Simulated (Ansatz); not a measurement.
Task: Br (molecular I2 type, Cmce) is relaxed with PBE (plane waves, PAW; program Ansatz). What lattice parameters of the conventional cell result?

Result: a = 8.717 Å, b = 4.270 Å, c = 8.709 Å.

Task: Give the free coordinates with the occupied sites.

Result: In one choice of origin and axes:

| atom | site | symmetry | x | y | z |
|---|---|---|---|---|---|
| Br | 8f | m.. | 0.0000 | 0.1418 | 0.1184 |

Task: Is it a metal or does it have a gap at this level?

Result: A gap of 1.36 eV.

The cell was relaxed with PBE under the symmetry of its start. The substance is a gas or liquid at ambient conditions; this is its low-temperature solid. The volume lies over 15 % above that of the usual cell of this phase: another minimum, or an error of the functional. A crystal of weakly bound units computed without a dispersion correction: the cell and the soft elastic constants depend strongly on that. Spin–orbit coupling is left out wherever it is not named.

Potentials: the earlier of the program's two PAW sets.
